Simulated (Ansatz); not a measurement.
A geometry of MgF₂ away from equilibrium: step 12 of the relaxation of a relaxed MgF2 cell with one F and one Mg atom exchanged in a cell of 6 atoms. Calculation: PBEsol (plane waves to 420 eV, PAW, scalar-relativistic; Ansatz, an electronic-structure program). Γ-centred k-mesh 5×5×8 on the run's cell (coarser than for final values), Fermi–Dirac smearing 0.05 eV.

```xyz
6
Lattice="5.1237 0.1618 0.0000 0.1618 5.1237 0.0000 0.0000 0.0000 2.8894" Properties=species:S:1:pos:R:3:forces:R:3 pbc="T T T" free_energy=-7031.143 pressure_GPa=4.6
F      3.0808     3.0808     1.4447    0.0082    0.0082    0.0000
Mg     0.3064     0.3064     0.0000   -0.0168   -0.0168    0.0000
F      3.9281     0.5357     1.4447   -0.0035   -0.0035    0.0000
F      0.5357     3.9281     1.4447   -0.0035   -0.0035    0.0000
F      1.5333     1.5333     0.0000    0.0108    0.0108    0.0000
Mg     3.8295     3.8295     0.0000    0.0048    0.0048    0.0000
```

Positions in Å, forces in eV/Å, free energy of the cell in eV (comparable only within this code, potentials and settings). Largest force: 0.02 eV/Å, on Mg2 (atoms numbered as listed); the geometry lies 0.22 eV/atom above the end of its relaxation.

No spin polarisation in the result.

The run could not lose the symmetry of its start.

The runs began from a structure in Materials Project; this end point is another cell, not compared with measured phases.
